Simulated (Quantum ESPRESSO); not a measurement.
## One change at a time to Ga3ScTaTi2Zr

Calculated results; nothing here was measured. They come from Quantum ESPRESSO 7.5, a public plane-wave density functional program. Each row is one single-point run on a made-up periodic cell of eight metal atoms, with elements, volume, strain and displacements drawn at random and not relaxed, so a cell may be unstable or far from any real phase. There is no spin polarisation or spin-orbit coupling.

Settings: PBE unless stated; PseudoDojo standard norm-conserving files; Fermi-Dirac width 0.25 eV, which means electrons at about 2900 K; cutoff 1143 eV; 5 x 5 x 5 k mesh shifted half a step off Gamma. E is the free energy of the whole cell (internal energy minus TS), so a -TS column is already part of it. Stress is positive in tension, and the pressure P is minus a third of its trace.

Checks: one run of this series was repeated at a higher cutoff and on a denser mesh, which moved values by no more than 0.002 eV, 0.02 GPa and 0.003 eV/Å, and a second program with other atomic files agreed on it to 2 % rms in force and 0.5 GPa in pressure. Known limits: heavy elements are run without spin-orbit coupling, which real alloys of them have; a spin test at this wide smearing found no moment, but such smearing suppresses magnetism that the real alloy may have.

The lattice is hexagonal close-packed, and the cell vectors in Å are (0.000, 0.000, 4.956); (6.130, 0.000, 0.000); (-3.065, 5.309, 0.000), a volume of 161.26 Å³ in run 1. The elements on sites 1 to 8 are Ta Ti Zr Sc Ti Ga Ga Ga. Each later run makes one change to run 1 and keeps the rest. E is counted from run 1, and is n/a where other atomic files have another zero of energy.

```
run,change,V (Å³),P (GPa),-TS (eV),rms force (eV/Å),largest change of a force component (eV/Å),E (eV)
1,none,161.26,-7.95,-1.736,0.301,0.000,0.000
2,sites 5 and 6 exchanged,161.26,-7.74,-1.760,0.246,0.393,-0.003
3,all lengths scaled by -0.91 %,156.90,-6.02,-1.686,0.320,0.059,?
4,PBEsol in place of PBE,161.26,-11.50,-1.737,0.293,0.033,n/a
5,In on site 8,161.26,-4.36,-1.725,0.302,0.395,n/a
6,site 5 moved by -0.10 Å along z,161.26,-7.80,-1.742,0.326,0.409,0.039
```

## Worked estimate

Along a uniform scaling dE = -P dV. The mean of the two pressures is -6.985 GPa and the volume changes by -4.36 Å³, with 160.2 GPa to one eV/Å³. The same two rows give -V dP/dV = 70 GPa for this cell with clamped atoms, which is not the bulk modulus of a real alloy.

## Withheld value

Question: what E should run 3 give?

The estimate is -0.190 eV. The calculation gave -0.191 eV.
